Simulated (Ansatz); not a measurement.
Property card for LiNbO3

LiNbO3:
```yaml
crystal:
  lattice:
    - [2.56866, 1.48302, 4.62883]
    - [-2.56866, 1.48302, 4.62883]
    - [0.00000, -2.96604, 4.62883]
  atoms:
    - { symbol: Li, position: [0.70223, 0.70223, 0.70223] }
    - { symbol: Li, position: [0.20223, 0.20223, 0.20223] }
    - { symbol: Nb, position: [0.98413, 0.98413, 0.98413] }
    - { symbol: Nb, position: [0.48413, 0.48413, 0.48413] }
    - { symbol: O, position: [0.62222, 0.87650, 0.26463] }
    - { symbol: O, position: [0.87650, 0.26463, 0.62222] }
    - { symbol: O, position: [0.26463, 0.62222, 0.87650] }
    - { symbol: O, position: [0.76463, 0.37650, 0.12222] }
    - { symbol: O, position: [0.37650, 0.12222, 0.76463] }
    - { symbol: O, position: [0.12222, 0.76463, 0.37650] }
```

Space group R3c (No. 161); conventional cell a = 5.137 Å, b = 5.137 Å, c = 13.886 Å, α = 90.00°, β = 90.00°, γ = 120.00°.

Method: r²SCAN (plane waves, PAW; program Ansatz). Geometry: relaxed at this level of theory. Other levels are named where they apply.

Cell and energy:

```
Property                                                       Value
-----------------------------------------------------  -------------
Volume per atom                                             10.58 Å³
Density                                                   4.64 g/cm³
Formation energy from the elements (no fitted shifts)  -2.77 eV/atom
```

Electronic structure:

```
Item                                                                                                                                                                  Result
----------------------------------------  ----------------------------------------------------------------------------------------------------------------------------------
Band gap                                                                                                                                                  4.00 eV (indirect)
Valence-band maximum                                                                                                                 on the Γ–T line, 29 % of the way from Γ
Conduction-band minimum                   on the S2–F line, 10 % of the way from S2 (k = 0.000, 0.380, -0.380 in fractions of the reciprocal vectors) (6 equivalent valleys)
Smallest direct gap on the standard path                                                                                                                             4.08 eV
Electron effective mass                                                                                                                 0.64, 1.0, 7.9 mₑ (principal values)
HSE06 gap on the r²SCAN cell                                                                                                                                         5.04 eV
Gap with spin–orbit coupling                                                                                                                                         3.96 eV
```

Mechanics:

```
Quantity                             Result
----------------------------------  -------
Bulk modulus (Birch–Murnaghan fit)  112 GPa
Pressure derivative B′                  5.6
```

Charges:

```
Quantity                              Result
-------------  -----------------------------
Bader charges  Li +0.91, Nb +2.87, O -1.26 e
```

The cell was relaxed with r²SCAN under the symmetry of its start. The run is not spin-polarised. The references are the lowest solids computed at this level, not always the standard phases (solids in place of the gases). Scalar-relativistic: spin–orbit coupling is off unless named, which matters more the heavier the elements.

Potentials: the later of the program's two PAW sets.
